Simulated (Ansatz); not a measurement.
A free-standing Janus 2H monolayer of OsClBr was relaxed with 5 functionals in Ansatz, cell and atoms free, the symmetry of the start kept (meshes: PBE 12×12×1, r2SCAN 12×12×1, PBEsol 12×12×1, LDA 12×12×1, HSE06 6×6×1). The cell comes from a prototype generator: it can be a known phase or a hypothetical one. Spin polarisation is off.

The r2SCAN result:
```
Os Cl Br
1.0
     3.54069    0.00000    0.00000
    -1.77035    3.06633    0.00000
     0.00000    0.00000   30.36129
Os Cl Br
1 1 1
Direct
  0.33333 0.66667 0.28979
  0.66667 0.33333 0.35043
  0.66667 0.33333 0.24907
```
Periodic in the plane only; c spans the vacuum.

The sheet's in-plane cell has a = 3.541 Å, b = 3.541 Å (γ = 120.0°), and its outermost atoms lie 3.08 Å apart along the normal. Os is surrounded by 3 Br at 2.39 Å and 3 Cl at 2.75 Å; Cl is surrounded by 3 Os at 2.75 Å; Br is surrounded by 3 Os at 2.39 Å.

(1) How does the cell change with PBEsol?

(2) What lattice does PBE give?

(3) Held at the r2SCAN cell, what mean stress do LDA and PBE find, and does its sign point to their own minimum?

Answers

(1) a = 3.506 Å; the area differs by -1.9 % from r2SCAN's. Os has 3 Br at 2.37 Å and 3 Cl at 2.73 Å; Cl has 3 Os at 2.73 Å; Br has 3 Os at 2.37 Å.

(2) a = 3.561 Å; the area differs by +1.2 % from r2SCAN's. Os is surrounded by 3 Br at 2.40 Å and 3 Cl at 2.77 Å; Cl is surrounded by 3 Os at 2.77 Å; Br is surrounded by 3 Os at 2.40 Å.

(3) Yes. LDA -3.14 N/m, and its relaxed area is -3.5 % from r2SCAN's; PBE +0.92 N/m, and its relaxed area is +1.2 % from r2SCAN's. Compression counts positive, so a positive stress asks for a larger cell.
